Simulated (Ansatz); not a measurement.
Hf2N:
Space group P4₂/mnm (No. 136); a = 5.2526 Å, b = 5.2526 Å, c = 3.1997 Å, α = 90.00°, β = 90.00°, γ = 90.00°

| atom | site | symmetry | x | y | z |
|---|---|---|---|---|---|
| Hf | 4f | m.2m | 0.2954 | 0.2954 | 0.0000 |
| N | 2a | m.mm | 0.0000 | 0.0000 | 0.0000 |

Relaxed with LDA.

Problem. Which orbitals make up the states near the Fermi level in LDA (plane waves, PAW; program Ansatz)?

Solution. Within 0.5 eV of the Fermi level: Hf 5d 83 %, N 2p 7 %, Hf 6s 5 %. Projections are on Löwdin-orthogonalised atomic valence shells; empty p or d shells of many metals are not among them.

Problem. Tabulate the density of states.

Solution. States/eV per cell of 6 atoms, in 0.25 eV bins, energy from the Fermi level.

```tsv
E (eV)	total	Hf 5d	N 2p	Hf 6s
-7.85	0.00	0.00	0.00	0.00
-7.60	0.00	0.00	0.00	0.00
-7.35	0.00	0.00	0.00	0.00
-7.10	0.28	0.09	0.14	0.03
-6.85	2.67	0.90	1.35	0.30
-6.60	3.52	1.15	1.77	0.43
-6.35	4.77	1.39	2.43	0.70
-6.10	3.50	0.91	1.89	0.51
-5.85	2.86	0.78	1.55	0.36
-5.60	2.53	0.74	1.43	0.23
-5.35	3.92	1.11	2.36	0.27
-5.10	4.99	1.41	3.14	0.24
-4.85	6.23	1.75	4.08	0.14
-4.60	4.88	1.26	3.33	0.07
-4.35	2.77	0.62	1.92	0.07
-4.10	3.90	0.79	2.75	0.13
-3.85	1.48	0.28	1.05	0.06
-3.60	0.55	0.20	0.22	0.11
-3.35	0.45	0.22	0.06	0.14
-3.10	0.57	0.29	0.07	0.18
-2.85	0.73	0.40	0.09	0.22
-2.60	0.96	0.56	0.10	0.27
-2.35	1.37	0.87	0.13	0.33
-2.10	3.27	2.52	0.22	0.44
-1.85	5.16	4.21	0.35	0.45
-1.60	2.56	2.23	0.06	0.17
-1.35	4.58	3.97	0.12	0.31
-1.10	6.19	5.14	0.21	0.51
-0.85	4.11	3.41	0.20	0.28
-0.60	3.34	2.80	0.18	0.18
-0.35	3.55	2.95	0.21	0.15
-0.10	2.55	2.15	0.17	0.12
0.15	2.16	1.78	0.19	0.13
0.40	1.84	1.52	0.16	0.10
0.65	2.42	1.98	0.21	0.14
0.90	2.80	2.28	0.24	0.17
1.15	3.32	2.76	0.26	0.16
1.40	4.50	3.82	0.35	0.14
1.65	3.50	2.98	0.27	0.11
1.90	2.26	1.88	0.17	0.10
2.15	2.53	2.16	0.13	0.13
2.40	2.36	2.01	0.11	0.13
2.65	2.59	2.22	0.14	0.12
2.90	3.83	3.34	0.22	0.11
3.15	4.51	3.81	0.31	0.12
3.40	4.20	3.53	0.29	0.11
3.65	3.94	3.34	0.26	0.11
3.90	4.15	3.51	0.25	0.13
4.15	3.76	3.16	0.22	0.15
4.40	3.96	3.29	0.24	0.18
4.65	3.55	2.90	0.23	0.16
```

Space group P4_2/mnm (anti-rutile). The first step of the workflow began from a Materials Project structure, measured or hypothetical; the Crystallography Open Database copy checked does not list it. Whether it is the stable phase at ambient conditions was not checked. Symmetry was held in the LDA relaxation; of distortions, only those at the zone centre were tested. No spin polarisation was allowed. Scalar-relativistic: spin–orbit coupling is off unless named, which matters more the heavier the elements.

Potentials: the later of the program's two PAW sets.
